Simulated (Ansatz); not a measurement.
# LuSb in the WC-type structure

Level of theory: DFT, PBEsol, scalar-relativistic, no spin polarisation; plane waves to 420 eV with PAW datasets (Ansatz 0.2.0), Γ-centred 10×10×8 mesh, 0.05 eV Gaussian smearing. The datasets are Ansatz's generated set soft_2.

```xyz
2
Lattice="4.1450 0.0000 0.0000 -2.0725 3.5897 0.0000 0.0000 0.0000 3.7552" Properties=species:S:1:pos:R:3 pbc="T T T"
Lu    0.0000    0.0000    0.0000
Sb    2.0725    1.1966    1.8776
```

This is a trial structure: such lanthanide and actinide compounds mostly take the rock-salt structure.

The cell is relaxed to zero pressure at this level.

Path: Γ–M–K–Γ–A–L–H–A | L–M | H–K, with Γ = (0.000, 0.000, 0.000), M = (0.500, 0.000, 0.000), K = (0.333, 0.333, 0.000), A = (0.000, 0.000, 0.500), L = (0.500, 0.000, 0.500), H = (0.333, 0.333, 0.500) in reciprocal vectors of the calculation's cell.

Question: Is it a metal or an insulator, and if it has a gap, where are the band edges on this path?

Answer: A metal: bands cross the Fermi level.

Bands as a text map, energy in eV from the Fermi level (dashes), each leg drawn with the same width:
```
  5.57 |    *******      *          *   *       ** *  *  *  *    **    *   
  5.14 |    *****         *    **  *   ****************   ** *    *****    
  4.71 |   *              *   *  ** ***          **  * ***    *  * ****    
  4.29 |****               ***   ***  *  *     *****           **  ** **   
  3.86 |  ********      *****   *  ***    *****     **  ***********    **  
  3.43 |*****  ** ******   *** *  *  ********       * *** ** ******     ***
  3.00 | *** *******     **** *          *   **      *         * **      * 
  2.57 |*   *      *******   * * *      *      *            ***       **  *
  2.14 |              *         *      *        *  *  *              *  ***
  1.71 |            ** *        *** ***          **    ***         **    * 
  1.29 |           *           *   * *                  *              **  
  0.86 |**        *     *    **       *          **    *           ****    
  0.43 |  *      *       * **          **      **  *  *     ****           
  0.00 |-*****--*--------****-------*----******-----**---***----**---------
 -0.43 |*     ***********    *   *** **                 *        **      **
 -0.86 | ********          ** ***     **              **       ****        
 -1.29 |**       *        * **         ***           *       ***        *  
 -1.71 |          *      *     *          *********** *   ***      *   *   
 -2.14 |  *        *    *  *            *            *        *     *      
 -2.57 |   *        *           *        **                  *       **    
 -3.00 |             ***  *                ******  **     ***        ******
 -3.43 |    *                                 ******               *** *   
 -3.86 |                 *       *        ****      *     ****          *  
 -4.29 |     *     ******         *     **           *        **         **
 -4.71 |      *****                    *              *         ***        
 -5.14 |*******************************************************************
 -5.57 |                           *****               ***                 
 -6.00 |                                                                   
        Γ      M      K      Γ      A      L      H      AL       MH      K
```

Formal charges Lu³⁺, Sb³⁻ balance and leave closed shells on every ion, yet the run finds no gap: the anions' valence bands overlap the cations' empty bands by 0.3 eV on the mesh. Semilocal functionals make gaps too small, by up to about 1 eV in such compounds, so the real crystal may have a narrow gap or be a semimetal.

No spin–orbit coupling, a notable omission for heavy elements.
